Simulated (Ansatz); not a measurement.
Two states of FeCuSO

```
Cu S Fe O
1.0
     3.80434    0.00000    0.00000
     0.00000    3.80434    0.00000
     0.00000    0.00000    8.60527
Cu S Fe O
2 2 2 2
Direct
  0.75000 0.25000 0.50000
  0.25000 0.75000 0.50000
  0.25000 0.25000 0.34420
  0.75000 0.75000 0.65580
  0.25000 0.75000 0.00000
  0.75000 0.25000 0.00000
  0.25000 0.25000 0.92560
  0.75000 0.75000 0.07440
```

Method: PBE, with U_eff = 3.95 eV on Cu d, U_eff = 6.2 eV on Fe d (all-electron-ortho-atomic projectors); PAW, plane waves to 420 eV, 6×6×3 Γ-centred mesh, fermi-dirac occupations (width 0.1 eV) (Ansatz 0.2.0), atoms fixed.

State A: Fe5 up, Fe6 down (collinear spin). State B: Fe5 up, Fe6 up (collinear spin).

**Question.** Compare the two self-consistent states.

**Answer.** State A is lower by 39.8 meV an atom at zero smearing; in free energy at this smearing B lies +38.5 meV an atom from A.

```json
{"state": "A", "free energy (meV/atom)": "0.0", "largest moment in a small sphere (μB)": "3.34", "net moment (μB/cell)": "0.00", "gap on mesh (eV)": "metal", "pressure (GPa)": "5.5", "largest force (eV/Å)": "0.20"}
{"state": "B", "free energy (meV/atom)": "38.5", "largest moment in a small sphere (μB)": "3.36", "net moment (μB/cell)": "7.81", "gap on mesh (eV)": "metal", "pressure (GPa)": "6.1", "largest force (eV/Å)": "0.21"}
```

Origin: a database entry at a rescaled volume. Caveats: another magnetic order, which this cell may not hold, can open a gap.
